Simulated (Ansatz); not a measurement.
A band-structure calculation of a 6-atom cell of HfSnO₄ built on tetragonal HfO2 (relaxed group P-4m2) with Ansatz 0.2.0, at the level PBE. Cell and atoms come from a relaxation with r2SCAN.

Input (YAML):
```yaml
crystal:
  lattice:
    - [3.5642920308, 0.0, 0.0]
    - [0.0, 3.5642920308, 0.0]
    - [0.0, 0.0, 5.3382292345]
  atoms:
    - { symbol: Hf, position: [0.5, 0.5, 0.5] }
    - { symbol: Sn, position: [0.0, 0.0, 0.0] }
    - { symbol: O, position: [0.5, 0.0, 0.6819533922] }
    - { symbol: O, position: [0.0, 0.5, 0.8156317145] }
    - { symbol: O, position: [0.0, 0.5, 0.3180466078] }
    - { symbol: O, position: [0.5, 0.0, 0.1843682855] }
kpoints:
  mp_grid: { grid: [8, 8, 6] }
  band_path:
    path:
      - [[0.0, 0.0, 0.0], [-1.848035669103e-53, 0.5, -2.343930120054e-69], [0.5, 0.5, -1.32760617558e-34], [0.0, 0.0, 0.0], [-2.489161064675e-51, 7.06947976095e-86, 0.5], [-2.489161064675e-51, 0.5, 0.5], [0.5, 0.5, 0.5], [-2.489161064675e-51, 7.06947976095e-86, 0.5]]
      - [[-1.848035669103e-53, 0.5, -2.343930120054e-69], [-2.489161064675e-51, 0.5, 0.5]]
      - [[0.5, 0.5, -1.32760617558e-34], [0.5, 0.5, 0.5]]
    npoints: 10
hamiltonian:
  xc: pbe
scf:
  occupations: { method: fermi_dirac, width: 0.02 }
  n_extra_bands: 5
output:
  forces: true
  stress: true
  eigenvalues: true
  write_density: true
  write_potential: true
  elf: true
  volumetric_format: npy
```

Command: `ansatz run input.yaml --threads 2 --pin off --max-ram 29491MiB --backend cpu --events-out ev --progress --plain --runs-dir out`. Wall time 12 s on 2 threads of AMD EPYC 7R13 Processor (Zen 3) (shared host); peak host memory 0.61 GiB.

The log, with set-up remarks and timings taken out:
```
Pseudopotential: Hf, paw, valence charge 26, recommended cutoff 420 eV (normal)
Pseudopotential: Sn, paw, valence charge 14, recommended cutoff 420 eV (normal)
Pseudopotential: O, paw, valence charge 6, recommended cutoff 420 eV (normal)
Functional definition: PBE
Crystal: 6 atoms, lattice volume = 67.818 Å³
Basis set: ecut = 420 eV, 1293 PW (Γ)
Bands: 37, of which v1, the nominal top of the filled ones, is band 32 counted from 1 (31 counted from 0)
Symmetry: 8 space group operations
Space group: P-4m2 (ITA 115)
k-points: 60 of 384 (time reversal used)
preconditioner: auto → Resta (q_TF=auto, 2.702 Å⁻¹)  ε∞=5.0  [insulator: Δε(μ)=2.061 eV  σ=0.020 eV  ℏωp=35.5 eV]
NSCF: frozen V_eff on 93 k-points
SCF converged after 8 iterations
Free energy (F): -24019.990231 eV
Fermi energy:    13.475336 eV
--- Forces (eV/Å), atoms counted from 1 ---
  atom   1  Hf      0.00000      0.00000      0.00000
  atom   2  Sn      0.00000      0.00000      0.00000
  atom   3  O       0.00000      0.00000      0.03769
  atom   4  O       0.00000      0.00000    -0.26389
  atom   5  O       0.00000      0.00000    -0.03769
  atom   6  O       0.00000      0.00000      0.26389
--- Stress (GPa, compression-positive) ---
        7.209650       0.000000       0.000000
        0.000000       7.209650       0.000000
        0.000000       0.000000       6.834807
  P = ⅓ Tr σ = 7.0847 GPa (70.847 kbar)
--- Band table (eV; the first three rows and the last of 60) ---
  k-point 0: bands = […, 11.4053, 11.4741, 11.4741, 12.1388, 12.3242, 12.3242, 14.4892, 17.9910, 18.1632, 19.8087, …]
  k-point 1: bands = […, 10.9330, 11.3730, 11.3730, 11.8433, 12.3330, 12.3330, 14.8898, 17.9911, 18.1726, 19.5362, …]
  k-point 2: bands = […, 9.9322, 11.1048, 11.1048, 11.2457, 12.3528, 12.3528, 15.5955, 17.9887, 17.9914, 19.2755, …]
  k-point 59: bands = […, 11.0287, 11.0314, 11.0314, 11.5849, 12.1214, 12.1946, 18.3255, 18.5057, 18.8216, 19.3670, …]
```

The rows of the band table are 0: (0, 0, 0) = Γ, 1: (0, 0, 1/6), 2: (0, 0, 1/3), 59: (-1/2, -1/2, -1/2) = A.

Levels along the path, in eV from the valence top (v1 is the last filled band, c1 the first empty one):
```
point  distance (1/Å)     v2     v1    c1    c2
    Γ            0.00  -0.13  -0.13  2.03  5.53
    ·            0.44  -0.71  -0.36  3.53  5.85
    X            0.88  -0.50  -0.38  4.53  5.45
    ·            1.32  -0.30  -0.26  4.20  5.91
    M            1.76  -0.43   0.00  4.56  6.07
    ·            2.39  -0.53  -0.18  3.82  5.90
    Γ            3.01  -0.13  -0.13  2.03  5.53
    ·            3.30  -0.11  -0.11  2.79  5.53
    Z            3.60  -0.09  -0.09  3.53  5.26
    ·            4.04  -0.68  -0.46  4.34  5.72
    R            4.48  -1.13  -1.04  4.86  5.35
    ·            4.92  -0.65  -0.57  5.17  5.86
    A            5.36  -0.34  -0.26  5.87  6.05
    ·            5.98  -0.64  -0.32  4.92  5.93
    Z            6.61  -0.09  -0.09  3.53  5.26
    X            6.61  -0.50  -0.38  4.53  5.45
    ·            6.84  -0.72  -0.66  4.66  5.39
    ·            7.14  -1.11  -1.03  4.85  5.35
    R            7.20  -1.13  -1.04  4.86  5.35
    M            7.20  -0.43   0.00  4.56  6.07
    ·            7.37  -0.47  -0.04  4.70  6.06
    ·            7.67  -0.28  -0.27  5.54  6.05
    A            7.78  -0.34  -0.26  5.87  6.05
```

Planar averages along the third cell vector, from rho_z.tsv and v_z.tsv (valence density with its augmentation; electrostatic potential energy of an electron, of which only differences have a meaning):
```csv
z (Å),ρ (e/Å³),v_es (eV)
0.00,1.073,13.16
0.15,1.000,12.80
0.30,0.832,11.74
0.44,0.680,10.01
0.74,0.653,8.22
0.89,0.707,8.71
1.04,0.738,9.41
1.19,0.743,9.49
1.33,0.741,9.43
1.48,0.744,9.37
1.63,0.748,9.27
1.78,0.744,8.58
2.08,0.875,6.75
2.22,1.164,6.31
2.37,1.600,6.23
2.52,2.009,5.94
2.67,2.177,5.78
2.82,2.009,5.94
2.97,1.600,6.23
3.11,1.164,6.31
3.41,0.761,7.58
3.56,0.744,8.58
3.71,0.748,9.27
3.86,0.744,9.37
4.00,0.741,9.43
4.15,0.743,9.49
4.30,0.738,9.41
4.45,0.707,8.71
4.75,0.624,8.64
4.89,0.680,10.01
5.04,0.832,11.74
5.19,1.000,12.80
```

The PBE gap is indirect, 2.03 eV (M to Γ), below the direct gap of 2.16 eV at Γ. The gap is the least over the mesh and the extra points. The mean pressure at these positions is +7.08 GPa, compression counted positive. The largest force is 0.26 eV/Å.

Values at 0 K without nuclear motion; spin polarisation is off, and the phase may be a hypothetical one.

Spin-orbit coupling is left out, which matters wherever the heavy atoms make up the band edges.
